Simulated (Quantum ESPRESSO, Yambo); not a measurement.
At a photon energy of 12.38 eV, RPA with local fields on LDA bands shifted by a G0W0 scissor of 3.87 eV (Quantum ESPRESSO and Yambo; 4×4×4 mesh, 154 bands, 3 Ry local-field block, 0.2 eV broadening) gives ε = 2.26 + 0.97i for Rb2KScF6 (space group Fm-3m, No. 225), field along x.

Question: Work out n, κ, the normal-incidence reflectivity, the absorption coefficient and the penetration depth.

Answer: 
|ε| = 2.46; n = √((|ε| + ε1)/2) = 1.54, κ = √((|ε| − ε1)/2) = 0.32. R = ((n − 1)² + κ²)/((n + 1)² + κ²) = 0.06. α = 2Eκ/(ħc) with ħc = 197.327 eV nm: 0.0396 per nm = 4.0 × 10⁵ per cm, a 1/e depth of 25 nm. The computed direct gap is 9.87 eV, and the energy scale of the real crystal may differ from it. Excitonic effects are left out, and values at one energy depend on mesh and broadening. The scissor comes from a G0W0 run whose convergence isn't established. Convergence of the RPA response with its 4×4×4 mesh was not tested.

Geometry of the Materials Project entry, not relaxed at this level; primitive cell a = 6.505 Å, b = 6.505 Å, c = 6.505 Å, α = 60.00°, β = 60.00°, γ = 60.00°.

The structure is a Materials Project entry; no match was found in the copy of COD used, and its stability was not checked.
